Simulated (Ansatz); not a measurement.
Os (hcp (Mg type)), relaxed and computed with several functionals in Ansatz (plane waves, PAW). Much of their spread follows the volume that each gives.

```csv
functional,V (Å³/atom),B₀ by P(V) fit (GPa)
LDA,13.70,447
r²SCAN,14.01,427
PBE,14.28,397
r²SCAN+D4,13.95,434
PBEsol,13.89,431
PBE+D3(BJ),14.01,?
```

**Question.** Fit a straight line to ln B₀ against ln V and predict the withheld value.

**Answer.** Least squares on the 5 shown rows: ln B₀ = -2.84 × ln V + (13.544), with a scatter of 1 %. For PBE+D3(BJ) this gives 423. The run itself gave 418, within the scatter.

All cells were relaxed under the symmetry of their starts (and spin orders); stability against distortions was not tested throughout. Rows with no word on spin ran without spin polarisation. Scalar-relativistic: spin–orbit coupling is off unless named, which matters more the heavier the elements.

Potentials: the later of the program's two PAW sets.

Ansatz (a quantum-chemistry and plane-wave program) is a plane-wave DFT program.
